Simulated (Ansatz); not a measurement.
# What a trial cell of SiF relaxes into

These are results of Ansatz 0.2.0, DFT PBE, scalar-relativistic, plane waves, PAW, not measurements. Cutoff 420 eV, Gaussian smearing, Γ-centred meshes. Cell and atoms relax first on a coarse mesh and then on a finer one. In between, the cell is made exact in the group found at 0.06 Å. In metals the finer mesh still leaves noise of several meV/atom or more. The steps can't lower the symmetry of their start. No spin polarisation.

The cell of SiF is invented: random cell by space group and Wyckoff sites (Pm-3m, No. 221). Its size is a rough estimate.

```xyz
2
Lattice="3.1866 0.0000 0.0000 0.0000 3.1866 0.0000 0.0000 0.0000 3.1866" Properties=species:S:1:pos:R:3 pbc="T T T"
Si    1.5933    1.5933    1.5933
F     0.0000    0.0000    0.0000
```

Formation energies are uncorrected and refer to the elements' standard structures at the same level (F₂ as a molecule).

**Question.** Describe the relaxed structure.

**Answer.** The symmetry stays Pm-3m (No. 221). The end has the caesium chloride type. The volume per atom shrinks by 14.2 %, from 16.2 to 13.9 Å³. The shortest distance goes from 2.76 Å (Si–F) to 2.62 Å (Si–F). Conventional cell: a = 3.029 Å. Si has 8 F at 2.62 Å and 6 Si at 3.03 Å; F has 8 Si at 2.62 Å and 6 F at 3.03 Å (long contacts).

```cif
data_structure
_symmetry_space_group_name_H-M 'Pm-3m'
_symmetry_Int_Tables_number 221
_cell_length_a 3.0286
_cell_length_b 3.0286
_cell_length_c 3.0286
_cell_angle_alpha 90.000
_cell_angle_beta 90.000
_cell_angle_gamma 90.000
_cell_volume 27.78
loop_
_atom_site_label
_atom_site_type_symbol
_atom_site_symmetry_multiplicity
_atom_site_Wyckoff_symbol
_atom_site_fract_x
_atom_site_fract_y
_atom_site_fract_z
_atom_site_occupancy
Si1 Si 1 b 0.50000 0.50000 0.50000 1
F1 F 1 a 0.00000 0.00000 0.00000 1
```

**Question.** Give its energy and gap.

**Answer.** The energy over the elements is −0.26 eV/atom. The gap on the 18×18×18 mesh of the 2-atom cell is 0 eV (a metal).

The last run used Gaussian smearing of 0.10 eV. An odd number of electrons in the primitive cell allows no gap without spin; a larger cell or a magnetic state could open one. The cell is a metal run without spin; a magnetic state may lie lower. Symmetry constrained the relaxation, so the result can be a saddle point. Another cell of SiF relaxed alike, in Pm-3m, lies 0.39 eV/atom lower, so this cell isn't the stable form at this level.
